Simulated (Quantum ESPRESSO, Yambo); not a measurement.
For Na$_{2}$CO$_{3}$ (space group C2/m, No. 12), Yambo gives the independent-particle static dielectric constant along x as 2.66 on PBEsol bands and 2.3 after a scissor of 2.85 eV widens every gap (4×4×4 mesh, 128 bands, 3 Ry local-field block, 0.2 eV broadening). Axes are Cartesian, with cell vectors (Å) (4.59, -2.64, 0.00), (4.59, 2.64, 0.00), (-0.62, 0.00, 6.25).

Task: A scissor keeps the position matrix elements. In a one-oscillator model, how does ε − 1 scale, and what mean transition energy do the two values imply?

Result: Each transition adds |r|²/E to ε − 1, so ε − 1 ∝ 1/(E0 + Δ). Then (2.3 − 1)/(2.66 − 1) = E0/(E0 + Δ) = 0.783, and E0 = Δ(ε' − 1)/(ε − ε') = 10.3 eV. The computed Im ε, weighted by 1/E up to 20 eV, has its mean at 10.3 eV; the smallest direct PBEsol gap is 3.29 eV. The scissor comes from a G0W0 run whose convergence isn't established. Convergence of the RPA response with its 4×4×4 mesh was not tested.

Bands from Quantum ESPRESSO.

Geometry of the Materials Project entry, not relaxed at this level; primitive cell a = 5.295 Å, b = 5.295 Å, c = 6.285 Å, α = 94.93°, β = 94.93°, γ = 59.88°.
